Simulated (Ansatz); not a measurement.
LiF:
```cif
data_FLi
_chemical_formula_sum 'Li1 F1'
_space_group_name_H-M_alt 'P 1'
_space_group_IT_number 1
_cell_length_a 2.87638
_cell_length_b 2.87638
_cell_length_c 2.87638
_cell_angle_alpha 60.000
_cell_angle_beta 60.000
_cell_angle_gamma 60.000
loop_
_space_group_symop_operation_xyz
  'x, y, z'
loop_
_atom_site_label
_atom_site_type_symbol
_atom_site_fract_x
_atom_site_fract_y
_atom_site_fract_z
_atom_site_occupancy
Li1 Li 0.00000 0.00000 0.00000 1
F1 F 0.50000 0.50000 0.50000 1
```

Relaxed with PBE.

Question: Which orbitals make up the states near the band edges in PBE (plane waves, PAW; program Ansatz)?

Answer: Top 1 eV of the valence band: F 2p 99 %. Bottom 1 eV of the conduction band: Li 2s 63 %, F 2s 24 %, Li 1s 7 %. Projections are on Löwdin-orthogonalised atomic valence shells; empty p or d shells of many metals are not among them.

Question: Tabulate the density of states.

Answer: States/eV per cell of 2 atoms, in 0.25 eV bins, energy from the valence-band maximum.

| E (eV) | total | F 2p | Li 2s | F 2s |
|---|---|---|---|---|
| -3.05 | 0.00 | 0.00 | 0.00 | 0.00 |
| -2.80 | 0.19 | 0.18 | 0.00 | 0.00 |
| -2.55 | 0.59 | 0.57 | 0.01 | 0.00 |
| -2.30 | 2.49 | 2.34 | 0.12 | 0.00 |
| -2.05 | 2.28 | 2.12 | 0.12 | 0.01 |
| -1.80 | 1.31 | 1.22 | 0.07 | 0.01 |
| -1.55 | 1.53 | 1.45 | 0.05 | 0.01 |
| -1.30 | 1.66 | 1.60 | 0.03 | 0.01 |
| -1.05 | 1.78 | 1.73 | 0.02 | 0.00 |
| -0.80 | 3.10 | 3.04 | 0.02 | 0.00 |
| -0.55 | 3.79 | 3.75 | 0.01 | 0.00 |
| -0.30 | 3.85 | 3.82 | 0.00 | 0.00 |
| -0.05 | 1.43 | 1.42 | 0.00 | 0.00 |
| 0.20 | 0.00 | 0.00 | 0.00 | 0.00 |
| 0.45 | 0.00 | 0.00 | 0.00 | 0.00 |
| 0.70 | 0.00 | 0.00 | 0.00 | 0.00 |
| 0.95 | 0.00 | 0.00 | 0.00 | 0.00 |
| 1.20 | 0.00 | 0.00 | 0.00 | 0.00 |
| 1.45 | 0.00 | 0.00 | 0.00 | 0.00 |
| 1.70 | 0.00 | 0.00 | 0.00 | 0.00 |
| 1.95 | 0.00 | 0.00 | 0.00 | 0.00 |
| 2.20 | 0.00 | 0.00 | 0.00 | 0.00 |
| 2.45 | 0.00 | 0.00 | 0.00 | 0.00 |
| 2.70 | 0.00 | 0.00 | 0.00 | 0.00 |
| 2.95 | 0.00 | 0.00 | 0.00 | 0.00 |
| 3.20 | 0.00 | 0.00 | 0.00 | 0.00 |
| 3.45 | 0.00 | 0.00 | 0.00 | 0.00 |
| 3.70 | 0.00 | 0.00 | 0.00 | 0.00 |
| 3.95 | 0.00 | 0.00 | 0.00 | 0.00 |
| 4.20 | 0.00 | 0.00 | 0.00 | 0.00 |
| 4.45 | 0.00 | 0.00 | 0.00 | 0.00 |
| 4.70 | 0.00 | 0.00 | 0.00 | 0.00 |
| 4.95 | 0.00 | 0.00 | 0.00 | 0.00 |
| 5.20 | 0.00 | 0.00 | 0.00 | 0.00 |
| 5.45 | 0.00 | 0.00 | 0.00 | 0.00 |
| 5.70 | 0.00 | 0.00 | 0.00 | 0.00 |
| 5.95 | 0.00 | 0.00 | 0.00 | 0.00 |
| 6.20 | 0.00 | 0.00 | 0.00 | 0.00 |
| 6.45 | 0.00 | 0.00 | 0.00 | 0.00 |
| 6.70 | 0.00 | 0.00 | 0.00 | 0.00 |
| 6.95 | 0.00 | 0.00 | 0.00 | 0.00 |
| 7.20 | 0.00 | 0.00 | 0.00 | 0.00 |
| 7.45 | 0.00 | 0.00 | 0.00 | 0.00 |
| 7.70 | 0.00 | 0.00 | 0.00 | 0.00 |
| 7.95 | 0.00 | 0.00 | 0.00 | 0.00 |
| 8.20 | 0.00 | 0.00 | 0.00 | 0.00 |
| 8.45 | 0.00 | 0.00 | 0.00 | 0.00 |
| 8.70 | 0.00 | 0.00 | 0.00 | 0.00 |
| 8.95 | 0.03 | 0.00 | 0.02 | 0.01 |
| 9.20 | 0.06 | 0.00 | 0.04 | 0.02 |
| 9.45 | 0.09 | 0.00 | 0.06 | 0.02 |
| 9.70 | 0.12 | 0.01 | 0.08 | 0.03 |
| 9.95 | 0.16 | 0.01 | 0.10 | 0.03 |
| 10.20 | 0.21 | 0.02 | 0.14 | 0.04 |
| 10.45 | 0.27 | 0.02 | 0.19 | 0.04 |
| 10.70 | 0.47 | 0.03 | 0.27 | 0.04 |
| 10.95 | 0.52 | 0.03 | 0.28 | 0.03 |
| 11.20 | 0.51 | 0.03 | 0.27 | 0.03 |
| 11.45 | 0.50 | 0.03 | 0.26 | 0.02 |
| 11.70 | 0.49 | 0.02 | 0.25 | 0.02 |

Space group Fm-3m (rock salt). Symmetry was held in the PBE relaxation.

Potentials: the later of the program's two PAW sets.
